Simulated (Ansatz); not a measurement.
Values for one crystal, relaxed and computed with the program Ansatz at the r²SCAN level (PAW); other levels are named.

```yaml
volume_per_atom: 22.38 Å³
electronic_character: metallic (no gap)
Bulk modulus (Birch–Murnaghan fit): 986 kbar
Formation energy from the elements (no fitted shifts): 0.48 eV/atom
mechanical_stability: unstable (C has a negative eigenvalue)
Density of states at the Fermi level: 1.4 states/eV per atom (mean over ±0.08 eV)
Gap with spin–orbit coupling: none (metallic)
```

Q: Pick the material that matches.
A. Be2Ag, cubic Laves (MgCu2 type)
B. ZrAg, rock salt
C. Ag3Au, Cu3Au type
D. Zr2Rh, I4/mcm (Rh on 4a, Zr on 8h)

A: B, ZrAg, rock salt

Space group Fm-3m (rock salt). The start of the workflow was typed in or built on a structure type; neither database checked (COD, Materials Project) lists it. COD files the formula under space group No. 129. Whether it is the stable phase at ambient conditions was not checked. The r²SCAN relaxation kept the symmetry of its start. The run is not spin-polarised. Its formation energy is positive at this level, so the cell may be metastable or incomplete. The references are the lowest solids computed at this level, not always the standard phases. Scalar-relativistic: spin–orbit coupling is off unless named, which matters more the heavier the elements.

Potentials: the later of the program's two PAW sets.
